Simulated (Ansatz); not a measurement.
Ti: energy along a strain

Ti, P6_3/mmc, a = 2.950 Å, c = 4.686 Å (as given, not relaxed at this level: -2.3 GPa). Ansatz: r2SCAN, PAW, 500 eV, Γ-centred 18×18×10 mesh on 2 atoms, Fermi-Dirac smearing 0.02 eV; no spin polarisation. Cell vectors (Å): 2.950 0.000 0.000; -1.475 2.555 0.000; 0.000 0.000 4.686. The cell is strained by x per cent times the pattern (0 0 0 0 1 0) in the order xx yy zz yz xz xy (engineering shears), with fractional coordinates held. y is the free energy over the start, V0 = 17.658 Å³/atom. Symmetry makes y even in x.

```
x (%) y (meV/atom)
-2.00          1.12
-1.00          0.28
 0.00          0.00
 0.25          0.02
 0.50          0.07
 0.75          0.16
 1.25          0.43
 1.50          0.63
 1.75             ?
```

Question: Fit y = c2 x² + c4 x⁴ to the other rows, get the stiffness along the pattern, and predict the missing energy.

Answer: Least squares on the rows shown. y = 0.2779 x² + 0.0005284 x⁴. The clamped-ion stiffness p·C·p = 2 × 2.779 eV × 160.2 / 17.658 Å³ = 50 GPa, which is C55 in these axes (second derivative at the start, which stands under stress). At x = 1.75 the fit asked for gives 0.86 meV/atom. The run gave 0.85 meV/atom, so the fit is 0.01 meV/atom too high, a small miss on the scale of the series.

The smearing is narrow for a metal on this mesh.

Cost: 9 runs of about 15 core-minutes in all, on Intel Xeon Processor @ 2.50GHz (Skylake/Cascade Lake) (shared hosts).